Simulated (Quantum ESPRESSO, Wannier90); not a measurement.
## Wannier functions of W (bcc (W type))

Structure: Materials Project mp-91, symmetrised, not relaxed again. This is the element's usual structure. Computed values, not measurements, from PBEsol: Quantum ESPRESSO (norm-conserving PseudoDojo potentials, cutoff 60 Ry, no spin polarisation, no spin-orbit coupling) on a Γ-centred 12×12×12 mesh, then Wannier90. Density: 18×18×18 mesh, cold smearing 0.01 Ry. Spin-orbit coupling is left out although heavy elements are present.

Input w.win:

```
num_bands = 17
num_wann = 9
exclude_bands = 1-4
num_iter = 0
conv_tol = 1.0e-6
conv_window = 4
dis_num_iter = 1000
dis_conv_tol = 1.0e-6
dis_froz_max = 23.74
write_hr = true
write_u_matrices = true
begin projections
W: s;p;d
end projections
begin unit_cell_cart
ang
   -1.5851600000    1.5851600000    1.5851600000
    1.5851600000   -1.5851600000    1.5851600000
    1.5851600000    1.5851600000   -1.5851600000
end unit_cell_cart
begin atoms_frac
W    0.0000000000  0.0000000000  0.0000000000
end atoms_frac
mp_grid = 12 12 12
begin kpoints
0.0000000000 0.0000000000 0.0000000000
0.0000000000 0.0000000000 0.0833333333
0.0000000000 0.0000000000 0.1666666667
... (1725 more lines: the 12x12x12 mesh through Gamma)
end kpoints
```

On the energy scale of pw.x, whose zero is arbitrary, the Fermi level lies at 22.24 eV. Lines of w_hr.dat (R1 R2 R3 m n Re Im, eV) for R = 0 and one of the shortest lattice vectors, rounded to 0.01 eV, lines under 0.02 eV left out; orbitals in order: W1 s, W1 pz, W1 px, W1 py, W1 dz2, W1 dxz, W1 dyz, W1 dx2-y2, W1 dxy.

```
    0    0    0    1    1    28.24     0.00
    0    0    0    2    2    35.86     0.00
    0    0    0    3    3    35.86     0.00
    0    0    0    4    4    35.86     0.00
    0    0    0    5    5    22.69     0.00
    0    0    0    6    6    23.18     0.00
    0    0    0    7    7    23.18     0.00
    0    0    0    8    8    22.69     0.00
    0    0    0    9    9    23.18     0.00
   -1   -1   -1    1    1    -1.24     0.00
   -1   -1   -1    2    1     1.25     0.00
   -1   -1   -1    3    1     1.25     0.00
   -1   -1   -1    4    1     1.25     0.00
   -1   -1   -1    6    1    -0.87     0.00
   -1   -1   -1    7    1    -0.87     0.00
   -1   -1   -1    9    1    -0.87     0.00
   -1   -1   -1    1    2    -1.25     0.00
   -1   -1   -1    2    2     0.81     0.00
   -1   -1   -1    3    2     1.10     0.00
   -1   -1   -1    4    2     1.10     0.00
   -1   -1   -1    5    2     0.34     0.00
   -1   -1   -1    6    2    -0.59     0.00
   -1   -1   -1    7    2    -0.59     0.00
   -1   -1   -1    9    2    -0.85     0.00
   -1   -1   -1    1    3    -1.25     0.00
   -1   -1   -1    2    3     1.10     0.00
   -1   -1   -1    3    3     0.81     0.00
   -1   -1   -1    4    3     1.10     0.00
   -1   -1   -1    5    3    -0.17     0.00
   -1   -1   -1    6    3    -0.59     0.00
   -1   -1   -1    7    3    -0.85     0.00
   -1   -1   -1    8    3     0.30     0.00
   -1   -1   -1    9    3    -0.59     0.00
   -1   -1   -1    1    4    -1.25     0.00
   -1   -1   -1    2    4     1.10     0.00
   -1   -1   -1    3    4     1.10     0.00
   -1   -1   -1    4    4     0.81     0.00
   -1   -1   -1    5    4    -0.17     0.00
   -1   -1   -1    6    4    -0.85     0.00
   -1   -1   -1    7    4    -0.59     0.00
   -1   -1   -1    8    4    -0.30     0.00
   -1   -1   -1    9    4    -0.59     0.00
   -1   -1   -1    2    5    -0.34     0.00
   -1   -1   -1    3    5     0.17     0.00
   -1   -1   -1    4    5     0.17     0.00
   -1   -1   -1    5    5     0.54     0.00
   -1   -1   -1    6    5     0.17     0.00
   -1   -1   -1    7    5     0.17     0.00
   -1   -1   -1    9    5    -0.33     0.00
   -1   -1   -1    1    6    -0.87     0.00
   -1   -1   -1    2    6     0.59     0.00
   -1   -1   -1    3    6     0.59     0.00
   -1   -1   -1    4    6     0.85     0.00
   -1   -1   -1    5    6     0.17     0.00
   -1   -1   -1    6    6    -0.38     0.00
   -1   -1   -1    7    6    -0.60     0.00
   -1   -1   -1    8    6     0.29     0.00
   -1   -1   -1    9    6    -0.60     0.00
   -1   -1   -1    1    7    -0.87     0.00
   -1   -1   -1    2    7     0.59     0.00
   -1   -1   -1    3    7     0.85     0.00
   -1   -1   -1    4    7     0.59     0.00
   -1   -1   -1    5    7     0.17     0.00
   -1   -1   -1    6    7    -0.60     0.00
   -1   -1   -1    7    7    -0.38     0.00
   -1   -1   -1    8    7    -0.29     0.00
   -1   -1   -1    9    7    -0.60     0.00
   -1   -1   -1    3    8    -0.30     0.00
   -1   -1   -1    4    8     0.30     0.00
   -1   -1   -1    6    8     0.29     0.00
   -1   -1   -1    7    8    -0.29     0.00
   -1   -1   -1    8    8     0.54     0.00
   -1   -1   -1    1    9    -0.87     0.00
   -1   -1   -1    2    9     0.85     0.00
   -1   -1   -1    3    9     0.59     0.00
   -1   -1   -1    4    9     0.59     0.00
   -1   -1   -1    5    9    -0.33     0.00
   -1   -1   -1    6    9    -0.60     0.00
   -1   -1   -1    7    9    -0.60     0.00
   -1   -1   -1    9    9    -0.38     0.00
```
